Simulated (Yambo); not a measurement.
G0W0@PBEsol for LiBaF3 (cubic perovskite, space group Pm-3m, No. 221) in Yambo. Reference settings: 4×4×4 Γ-centred k mesh, bands 2 to 121 and a 8 Ry block in the screening, 121 bands in G with the Bruneval-Gonze terminator, plasmon pole fitted at 27.2 eV. The PBEsol gap Γ → Γ on this mesh is 6.61 eV; G0W0 gaps are taken between the same points.

The settings were changed. The gap went from 9.84 eV to 10.11 eV, and the shift of the valence edge from -2.11 eV to -2.00 eV.

Task: Which change was made?
A. 79 bands in G
B. 48 bands in G, no terminator
C. 48 bands in W, 48 bands in G
D. 1 Ry block

Result: C, 48 bands in W, 48 bands in G. The others gave (gap, valence shift): 79 bands in G: 9.87, -2.12 eV; 1 Ry block: 10.99, -3.10 eV; 48 bands in G, no terminator: 9.73, -1.48 eV.

Geometry of the Materials Project entry, not relaxed at this level; primitive cell a = 3.9886 Å, b = 3.9886 Å, c = 3.9886 Å, α = 90.00°, β = 90.00°, γ = 90.00°.

The structure is a Materials Project entry; no match was found in the copy of COD used, and its stability was not checked.

A shift is the quasiparticle energy of the state minus its PBEsol energy.
